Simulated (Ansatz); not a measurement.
VO2 (rutile)

```xyz
6
Lattice="4.5841 0.0000 0.0000 0.0000 4.5841 0.0000 0.0000 0.0000 2.8389" Properties=species:S:1:pos:R:3 pbc="T T T"
V      0.0000     0.0000     0.0000
V      2.2921     2.2921     1.4195
O      1.3753     1.3753     0.0000
O      3.6673     0.9168     1.4195
O      0.9168     3.6673     1.4195
O      3.2088     3.2088     0.0000
```

This relaxed cell (volume V₀) is scaled evenly in all directions, its shape held. The atoms relax within the cell's symmetry.

Calculation: PBE (plane waves to 420 eV, PAW, scalar-relativistic; Ansatz, an electronic-structure program). k mesh 10×10×16 (Γ-centred), Fermi-Dirac smearing 0.05 eV. The energy includes the smearing's −TS. Compression counts positive. With the shape held, the modulus is that of even scaling; a crystal free to change shape is softer. Relaxed VO2 ends ferromagnetic. The PAW data are Ansatz's earlier set. This is a high-temperature form of VO2. VO2 is run spin-polarised and with no Hubbard U. VO2 was relaxed with its symmetry unable to fall. The magnetic order is the one the run started from; other orders were not tried. ΔE is measured from the relaxed starting cell. The last digit holds for this mesh only.

| V (Å³/atom) | ΔE (meV/atom) |
|---|---|
| 9.346 | withheld |
| 9.466 | 17.9 |
| 9.585 | 9.8 |
| 9.704 | 4.3 |
| 9.824 | 1.0 |
| 9.943 | 0.0 |
| 10.062 | 1.0 |
| 10.182 | 3.9 |
| 10.301 | 8.5 |
| 10.420 | 14.7 |
| 10.539 | 22.4 |

**Question.** Fit a third-order Birch-Murnaghan form (E₀, V₀, B₀, B₀′ free) to the given rows and predict ΔE at V = 9.346.

**Answer.** Least squares on the 10 given rows: ΔE = E₀ + (9V₀B₀/16)·y²·[2 + (B₀′ − 4)y], y = (V₀/V)^(2/3) − 1, with V₀ = 9.942 Å³/atom, B₀ = 226.6 GPa (160.2 GPa = 1 eV/Å³; the term in eV is multiplied by 1000), B₀′ = 5.31, E₀ = 0.01 meV/atom; root-mean-square residual 0.03 meV/atom. At 9.346 the fit gives 28.8 meV/atom; the calculation gives 28.7 meV/atom, so the extrapolation is off by 0.1 (+0.3 %). For the pressure the fit gives 16.5 GPa against the computed 16.4 GPa.

(A scan under strain: stresses follow from slopes of the energy per volume, elastic moduli from its curvatures.)
